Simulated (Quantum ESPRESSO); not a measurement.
MgIr2Zn3Ta2, one run as intended and one with a planted mistake

Simulated, not a measurement. The program is pw.x of Quantum ESPRESSO 7.5 (plane-wave density functional theory). The cell is made up: eight metal atoms on a face-centred cubic lattice, with elements, volume, strain and displacements drawn at random and not relaxed, so it may be unstable or far from any real phase. PseudoDojo standard norm-conserving files set the functional (PBE unless stated); there is no spin polarisation or spin-orbit coupling, the Fermi-Dirac width of 0.25 eV means electrons at about 2900 K, and the masses in the input are unused placeholders. Heavy elements are run without spin-orbit coupling, which real alloys of them have. A spin test at this wide smearing found no moment, but such smearing suppresses magnetism that the real alloy may have.

Intended input:

```
&control calculation='scf', pseudo_dir='./dojo.nc.sr.pbe.v0_5.standard.upf', outdir='./o', disk_io='minimal', tprnfor=.true., tstress=.true. /
&system ibrav=0, nat=8, ntyp=4, nbnd=79, ecutwfc=84.00895049, nosym=.true., tot_charge=0,
 occupations='smearing', smearing='fd', degauss=0.0183746611
/
&electrons conv_thr=1.470e-08, electron_maxstep=70, mixing_beta=0.5 /
ATOMIC_SPECIES
Ir 1.0 Ir.upf
Mg 1.0 Mg.upf
Ta 1.0 Ta.upf
Zn 1.0 Zn.upf
CELL_PARAMETERS angstrom
0.0 4.0463 4.0463
4.0463 0.0 4.0463
4.0463 4.0463 0.0
ATOMIC_POSITIONS angstrom
Mg 0.0077 -0.0076 0.0585
Ir 1.9905 2.0484 0.02
Ir 2.0312 -0.0319 2.0451
Zn 4.0394 2.0291 2.0095
Ta 0.0123 1.9992 2.0149
Zn 2.0327 4.0785 1.9476
Zn 2.0175 2.0246 4.0853
Ta 4.0751 4.0765 4.0411
K_POINTS automatic
5 5 5 1 1 1
```

The log is shortened where brackets say so; the opening notice, blank lines, dates and the lines on written files are dropped, and the path of the files is cut. It prints rydbergs, bohrs and kilobars, and counts compression as positive stress. Its total energy is the free energy E - TS of the whole cell.

Log of the intended run:

```
     Program PWSCF v.7.5
     Parallel version (MPI & OpenMP), running on       4 processor cores
     Number of MPI processes:                 4
     Threads/MPI process:                     1
     [start-up lines left out]
     bravais-lattice index     =            0
     lattice parameter (alat)  =      10.8136  a.u.
     unit-cell volume          =     894.1303 (a.u.)^3
     number of atoms/cell      =            8
     number of atomic types    =            4
     number of electrons       =       130.00
     number of Kohn-Sham states=           79
     kinetic-energy cutoff     =      84.0090  Ry
     charge density cutoff     =     336.0358  Ry
     scf convergence threshold =      1.5E-08
     mixing beta               =       0.5000
     number of iterations used =            8  plain     mixing
     Exchange-correlation= PBE
                           (   1   4   3   4   0   0   0)
     [axes and pseudopotential details left out]
   Cartesian axes
     site n.     atom                  positions (alat units)
         1        Mg     tau(   1) = (   0.0013456  -0.0013281   0.0102231  )
         2        Ir     tau(   2) = (   0.3478477   0.3579659   0.0034951  )
         3        Ir     tau(   3) = (   0.3549602  -0.0055747   0.3573892  )
         4        Zn     tau(   4) = (   0.7059010   0.3545932   0.3511680  )
         5        Ta     tau(   5) = (   0.0021495   0.3493680   0.3521117  )
         6        Zn     tau(   6) = (   0.3552223   0.7127339   0.3403507  )
         7        Zn     tau(   7) = (   0.3525660   0.3538068   0.7139222  )
         8        Ta     tau(   8) = (   0.7121397   0.7123843   0.7061981  )
     number of k points=    63  Fermi-Dirac smearing, width (Ry)=  0.0184
                       cart. coord. in units 2pi/alat
        k(    1) = (   0.0707107   0.0707107   0.0707107), wk =   0.0320000
        k(    2) = (   0.2121320   0.2121320  -0.0707107), wk =   0.0320000
     [further k points left out]
     Dense  grid:    93225 G-vectors     FFT dimensions: (  64,  64,  64)
     Estimated max dynamical RAM per process >     408.81 MB
     Estimated total dynamical RAM >       1.53 GB
     Initial potential from superposition of free atoms
     starting charge     129.9967, renormalised to     130.0000
     Starting wfcs are   75 randomized atomic wfcs +    4 random wfcs
     total cpu time spent up to now is        6.3 secs
     per-process dynamical memory:   323.2 Mb
     Self-consistent Calculation
     iteration #  1     ecut=    84.01 Ry     beta= 0.50
     Davidson diagonalization with overlap
     ethr =  1.00E-02,  avg # of iterations =  3.0
     Threshold (ethr) on eigenvalues was too large:
     Diagonalizing with lowered threshold
     Davidson diagonalization with overlap
     ethr =  6.98E-04,  avg # of iterations =  1.0
     total cpu time spent up to now is       34.9 secs
     total energy              =   -2093.77238051 Ry
     estimated scf accuracy    <       0.90859161 Ry
     iteration #  2     ecut=    84.01 Ry     beta= 0.50
     Davidson diagonalization with overlap
     ethr =  6.99E-04,  avg # of iterations =  3.1
     total cpu time spent up to now is       51.8 secs
     total energy              =   -2093.51791860 Ry
     estimated scf accuracy    <       5.00955296 Ry
     [iterations 3 to 10 left out]
     iteration # 11     ecut=    84.01 Ry     beta= 0.50
     Davidson diagonalization with overlap
     ethr =  5.71E-10,  avg # of iterations =  4.3
     total cpu time spent up to now is      184.1 secs
     total energy              =   -2094.18878910 Ry
     estimated scf accuracy    <       0.00000011 Ry
     iteration # 12     ecut=    84.01 Ry     beta= 0.50
     Davidson diagonalization with overlap
     ethr =  8.84E-11,  avg # of iterations =  2.1
     total cpu time spent up to now is      198.4 secs
     End of self-consistent calculation
     [lines on levels left out]
!    total energy              =   -2094.18878911 Ry
     estimated scf accuracy    <       0.00000001 Ry
     smearing contrib. (-TS)   =      -0.08207601 Ry
     internal energy E=F+TS    =   -2094.10671310 Ry
     The total energy is F=E-TS. E is the sum of the following terms:
     one-electron contribution =   -1103.54211996 Ry
     hartree contribution      =     600.13101377 Ry
     xc contribution           =    -297.00419433 Ry
     ewald contribution        =   -1293.69141259 Ry
     convergence has been achieved in  12 iterations
     Forces acting on atoms (cartesian axes, Ry/au):
     atom    1 type  2   force =     0.00391332   -0.00571132   -0.02058719
     atom    2 type  1   force =     0.00523687   -0.01069728    0.00229922
     atom    3 type  1   force =     0.00618708    0.00794166   -0.00796950
     atom    4 type  4   force =    -0.00274359   -0.00438476    0.00747914
     atom    5 type  3   force =     0.00478982    0.02269975    0.00756746
     atom    6 type  4   force =    -0.00123710   -0.00300787    0.01758734
     atom    7 type  4   force =     0.00312102    0.00467584   -0.00527927
     atom    8 type  3   force =    -0.01926741   -0.01151602   -0.00109722
     Total force =     0.048439     Total SCF correction =     0.000409
     Computing stress (Cartesian axis) and pressure
          total   stress  (Ry/bohr**3)                   (kbar)     P=      -63.19
  -0.00074335   0.00010250   0.00010313         -109.35       15.08       15.17
   0.00010250  -0.00027257   0.00008710           15.08      -40.10       12.81
   0.00010313   0.00008710  -0.00027276           15.17       12.81      -40.13
     init_run     :      5.99s CPU      6.16s WALL (       1 calls)
     electrons    :    189.28s CPU    192.13s WALL (       1 calls)
     forces       :      2.02s CPU      2.02s WALL (       1 calls)
     stress       :      6.95s CPU      6.96s WALL (       1 calls)
     [timing details left out]
     PWSCF        :   3m24.36s CPU   3m27.39s WALL
     JOB DONE.
```

A second run has one planted mistake: one coordinate of one atom is wrong. The input lines that differ:

```
- Ir 1.9905 2.0484 0.02
+ Ir 1.8505 2.0484 0.02
```

Its log:

```
     Program PWSCF v.7.5
     Parallel version (MPI & OpenMP), running on       4 processor cores
     Number of MPI processes:                 4
     Threads/MPI process:                     1
     [start-up lines left out]
     bravais-lattice index     =            0
     lattice parameter (alat)  =      10.8136  a.u.
     unit-cell volume          =     894.1303 (a.u.)^3
     number of atoms/cell      =            8
     number of atomic types    =            4
     number of electrons       =       130.00
     number of Kohn-Sham states=           79
     kinetic-energy cutoff     =      84.0090  Ry
     charge density cutoff     =     336.0358  Ry
     scf convergence threshold =      1.5E-08
     mixing beta               =       0.5000
     number of iterations used =            8  plain     mixing
     Exchange-correlation= PBE
                           (   1   4   3   4   0   0   0)
     [axes and pseudopotential details left out]
   Cartesian axes
     site n.     atom                  positions (alat units)
         1        Mg     tau(   1) = (   0.0013456  -0.0013281   0.0102231  )
         2        Ir     tau(   2) = (   0.3233821   0.3579659   0.0034951  )
         3        Ir     tau(   3) = (   0.3549602  -0.0055747   0.3573892  )
         4        Zn     tau(   4) = (   0.7059010   0.3545932   0.3511680  )
         5        Ta     tau(   5) = (   0.0021495   0.3493680   0.3521117  )
         6        Zn     tau(   6) = (   0.3552223   0.7127339   0.3403507  )
         7        Zn     tau(   7) = (   0.3525660   0.3538068   0.7139222  )
         8        Ta     tau(   8) = (   0.7121397   0.7123843   0.7061981  )
     number of k points=    63  Fermi-Dirac smearing, width (Ry)=  0.0184
                       cart. coord. in units 2pi/alat
        k(    1) = (   0.0707107   0.0707107   0.0707107), wk =   0.0320000
        k(    2) = (   0.2121320   0.2121320  -0.0707107), wk =   0.0320000
     [further k points left out]
     Dense  grid:    93225 G-vectors     FFT dimensions: (  64,  64,  64)
     Estimated max dynamical RAM per process >     408.81 MB
     Estimated total dynamical RAM >       1.53 GB
     Initial potential from superposition of free atoms
     starting charge     129.9967, renormalised to     130.0000
     Starting wfcs are   75 randomized atomic wfcs +    4 random wfcs
     total cpu time spent up to now is        5.9 secs
     per-process dynamical memory:   323.2 Mb
     Self-consistent Calculation
     iteration #  1     ecut=    84.01 Ry     beta= 0.50
     Davidson diagonalization with overlap
     ethr =  1.00E-02,  avg # of iterations =  3.0
     Threshold (ethr) on eigenvalues was too large:
     Diagonalizing with lowered threshold
     Davidson diagonalization with overlap
     ethr =  7.02E-04,  avg # of iterations =  1.0
     total cpu time spent up to now is       32.8 secs
     total energy              =   -2093.76709920 Ry
     estimated scf accuracy    <       0.91369212 Ry
     iteration #  2     ecut=    84.01 Ry     beta= 0.50
     Davidson diagonalization with overlap
     ethr =  7.03E-04,  avg # of iterations =  3.1
     total cpu time spent up to now is       49.1 secs
     total energy              =   -2093.52401226 Ry
     estimated scf accuracy    <       4.85097921 Ry
     [iterations 3 to 10 left out]
     iteration # 11     ecut=    84.01 Ry     beta= 0.50
     Davidson diagonalization with overlap
     ethr =  9.94E-10,  avg # of iterations =  3.3
     total cpu time spent up to now is      193.2 secs
     total energy              =   -2094.18488991 Ry
     estimated scf accuracy    <       0.00000009 Ry
     iteration # 12     ecut=    84.01 Ry     beta= 0.50
     Davidson diagonalization with overlap
     ethr =  7.00E-11,  avg # of iterations =  2.7
     total cpu time spent up to now is      209.2 secs
     End of self-consistent calculation
     [lines on levels left out]
!    total energy              =   -2094.18488992 Ry
     estimated scf accuracy    <          9.1E-09 Ry
     smearing contrib. (-TS)   =      -0.08135273 Ry
     internal energy E=F+TS    =   -2094.10353719 Ry
     The total energy is F=E-TS. E is the sum of the following terms:
     one-electron contribution =   -1104.73783217 Ry
     hartree contribution      =     600.73075672 Ry
     xc contribution           =    -297.02167235 Ry
     ewald contribution        =   -1293.07478939 Ry
     convergence has been achieved in  12 iterations
     Forces acting on atoms (cartesian axes, Ry/au):
     atom    1 type  2   force =    -0.00197373   -0.01171006   -0.02159560
     atom    2 type  1   force =     0.02518143   -0.00941788    0.00052845
     atom    3 type  1   force =     0.01452336    0.00810378   -0.00929885
     atom    4 type  4   force =    -0.00508994   -0.00652721    0.00519999
     atom    5 type  3   force =    -0.00321484    0.02102486    0.01153643
     atom    6 type  4   force =    -0.00058767   -0.00110081    0.02013330
     atom    7 type  4   force =    -0.00079976    0.00502598   -0.00448695
     atom    8 type  3   force =    -0.02803885   -0.00539866   -0.00201677
     Total force =     0.060389     Total SCF correction =     0.000274
     Computing stress (Cartesian axis) and pressure
          total   stress  (Ry/bohr**3)                   (kbar)     P=      -57.14
  -0.00069735   0.00009471   0.00009237         -102.58       13.93       13.59
   0.00009471  -0.00022936   0.00008225           13.93      -33.74       12.10
   0.00009237   0.00008225  -0.00023865           13.59       12.10      -35.11
     init_run     :      5.69s CPU      5.87s WALL (       1 calls)
     electrons    :    200.81s CPU    203.23s WALL (       1 calls)
     forces       :      1.89s CPU      1.89s WALL (       1 calls)
     stress       :      6.46s CPU      6.46s WALL (       1 calls)
     [timing details left out]
     PWSCF        :   3m34.93s CPU   3m37.54s WALL
     JOB DONE.
```

|  | intended run | run with the mistake |
| --- | --- | --- |
| free energy (eV) | -28492.890 | -28492.837 |
| entropy term -TS, part of it (eV) | -1.117 | -1.107 |
| pressure (GPa) | -6.32 | -5.71 |
| size of the largest force component (eV/Å) | 0.584 | 0.721 |
| largest change of a force component (eV/Å) |  | 0.513 |
| iterations | 12 | 12 |

For scale, a rerun of the intended cell at a higher cutoff and on a denser mesh moved values by no more than 0.009 eV in energy, 0.05 GPa in stress and 0.003 eV/Å in force, and a second program with other atomic files agreed on that cell to 2 % rms in force and 0.5 GPa in pressure.